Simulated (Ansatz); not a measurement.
SrMg2Bi2 in space group P-3m1 (No. 164; Sr on 1a, Mg on 2d, Bi on 2d), the program Ansatz at the r²SCAN level (PAW). The conduction-band minimum lies at Γ, with 1 equivalent valley. Second derivatives d²E/dk² of the lowest band at one valley (eV·Å²), along Cartesian directions:

```csv
direction,d²E/dk²
[100],105.7
[010],105.7
[001],116.3
[110],105.7
[101],111.1
[011],111.0
```

**Question.** Find the principal effective masses, the density-of-states mass and the conductivity mass.

**Answer.** Off-diagonal terms follow from H_xy = H[110] − (H_xx + H_yy)/2, and m*/mₑ = 7.620 eV·Å² over each eigenvalue: 0.066, 0.072, 0.072. One valley's DOS mass (m₁m₂m₃)^(1/3) = 0.070, conductivity mass 3/(Σ 1/mᵢ) = 0.070 mₑ.

**Question.** What effective density of states Nc follows at 300 K for parabolic valleys?

**Answer.** Nc = 2.509e19 × 1 × (0.070)^(3/2) ≈ 4.6e17 cm⁻³.

The workflow started from a Materials Project entry (that database holds measured and hypothetical structures alike); the Crystallography Open Database copy checked does not list it. Its standing as an ambient phase is unchecked. The cell was relaxed with r²SCAN under the symmetry of its start; its stability against distortions is not shown here. Spin–orbit coupling is left out wherever it is not named.

Potentials: the later of the program's two PAW sets.

Edges and masses are those of Kohn–Sham bands, whose gap is no quasiparticle gap.
